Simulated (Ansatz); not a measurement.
LaSi2Ir2:
Space group I4/mmm (No. 139); a = b = 4.1265 Å, c = 10.3713 Å, α = β = γ = 90.00°

```csv
atom,site,symmetry,x,y,z
Si,4e,4mm,0.0000,0.0000,0.3703
Ir,4d,-4m2,0.0000,0.5000,0.2500
La,2a,4/mmm,0.0000,0.0000,0.0000
```
(The calculation used a cell of 5 atoms; values per cell refer to that cell.)

Relaxed with r²SCAN.

Which orbitals make up the states near the Fermi level in plane-wave PAW r²SCAN (Ansatz code)?

Within 0.5 eV of the Fermi level: La 5d 33 %, Ir 5d 29 %, Si 3p 20 %, outside the projected shells 6 %. Projections are on Löwdin-orthogonalised atomic valence shells; empty p or d shells of many metals are not among them.

Tabulate the density of states.

States/eV per cell of 5 atoms, in 0.25 eV bins, energy from the Fermi level.

```
E (eV)  total  Ir 5d  La 4f  Si 3p
------  -----  -----  -----  -----
-7.85    0.00   0.00   0.00   0.00
-7.60    0.00   0.00   0.00   0.00
-7.35    0.09   0.03   0.00   0.03
-7.10    1.08   0.40   0.00   0.34
-6.85    1.73   0.68   0.01   0.56
-6.60    2.19   0.90   0.01   0.73
-6.35    2.30   0.98   0.01   0.77
-6.10    2.22   0.94   0.01   0.76
-5.85    3.03   1.49   0.01   0.97
-5.60    3.49   2.05   0.01   0.96
-5.35    3.45   2.20   0.01   0.85
-5.10    4.37   2.66   0.01   1.12
-4.85    4.12   2.53   0.02   1.06
-4.60    6.01   4.01   0.03   1.31
-4.35    6.69   4.50   0.03   1.35
-4.10    5.45   3.54   0.02   1.17
-3.85    4.10   2.65   0.02   0.84
-3.60    4.93   3.29   0.02   0.95
-3.35    3.95   2.79   0.03   0.64
-3.10    5.51   4.15   0.04   0.64
-2.85    5.95   4.54   0.04   0.67
-2.60    5.09   4.00   0.05   0.53
-2.35    3.85   3.03   0.03   0.38
-2.10    4.28   3.38   0.04   0.41
-1.85    2.32   1.42   0.02   0.44
-1.60    2.64   1.45   0.02   0.48
-1.35    2.70   1.17   0.03   0.57
-1.10    1.62   0.65   0.04   0.37
-0.85    1.53   0.56   0.04   0.41
-0.60    2.21   0.64   0.06   0.47
-0.35    1.74   0.49   0.07   0.35
-0.10    1.47   0.42   0.08   0.30
0.15     1.83   0.53   0.09   0.37
0.40     1.63   0.48   0.10   0.30
0.65     2.79   1.26   0.14   0.47
0.90     3.89   2.15   0.18   0.65
1.15     4.08   1.83   0.37   0.78
1.40     1.58   0.53   0.20   0.29
1.65     1.53   0.38   0.33   0.27
1.90     3.20   0.47   1.02   0.50
2.15     4.50   0.55   1.95   0.54
2.40     4.27   0.30   2.75   0.29
2.65    12.87   0.46  10.94   0.31
2.90    26.31   0.37  24.33   0.25
3.15     6.56   0.21   5.19   0.14
```

The workflow started from an entry of the Crystallography Open Database (COD). Its standing as an ambient phase is unchecked. The cell was relaxed with r²SCAN under the symmetry of its start; its stability against distortions is not shown here. The run is not spin-polarised. Spin–orbit coupling is left out wherever it is not named.

Potentials: the later of the program's two PAW sets.
